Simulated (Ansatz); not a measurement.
Relaxed SnTe (rock salt):

```xyz
4
Lattice="0.0000 6.4092 6.4092 3.2046 3.2046 6.4092 3.2046 3.2046 0.0000" Properties=species:S:1:pos:R:3 pbc="T T T"
Te     0.0000     0.0000     0.0000
Te     3.2046     6.4092     9.6138
Sn     3.2046     9.6138     9.6138
Sn     3.2046     6.4092     6.4092
```

A phonon eigenvector at X = (0.5, 0.5, 0.0) is frozen into this cell: atom i moves by Q times the vector below, so Q is the largest atomic displacement, in Å. The cell is held. It is one choice among 2 degenerate patterns. (q is in reciprocal vectors of the primitive cell; the cell shown is doubled to hold the pattern.)

| atom | x | y | z |
|---|---|---|---|
| Te1 | 0.000 | 1.000 | 0.000 |
| Te2 | 0.000 | -1.000 | 0.000 |
| Sn3 | 0.000 | 0.256 | 0.000 |
| Sn4 | 0.000 | -0.256 | 0.000 |

All values below come from PBE (plane waves to 420 eV, PAW, scalar-relativistic; Ansatz, a program for electronic structure). k mesh 13×13×13 (Γ-centred), Fermi-Dirac smearing 0.05 eV. E stands for the smeared free energy. SnTe was relaxed with its symmetry unable to fall. Spin-orbit coupling is left out, though Te is heavy. ΔE is measured from the undisplaced structure.

```tsv
Q (Å)	ΔE (meV/cell)
-0.180	withheld
-0.150	43.9
-0.120	27.1
-0.090	14.8
-0.060	6.4
-0.030	1.6
0.000	0.0
0.030	1.6
0.060	6.4
0.090	14.8
0.120	27.1
0.150	43.9
0.180	withheld
```

Question: Fit an even polynomial form (powers 2, 4) to the given rows and predict ΔE at Q = -0.180.

Answer: Least squares on the 11 given rows: ΔE = (1756)·Q² + (8673)·Q⁴, in meV/cell with Q in Å; root-mean-square residual 0.02 meV/cell. At -0.180 the fit gives 66.0 meV/cell; the calculation gives 66.0 meV/cell, the same to the digits shown. The quadratic term alone would give 56.9 meV/cell.

(A displaced cell: forces are minus the slopes of the energy, force constants its curvatures, and phonons follow from these.)
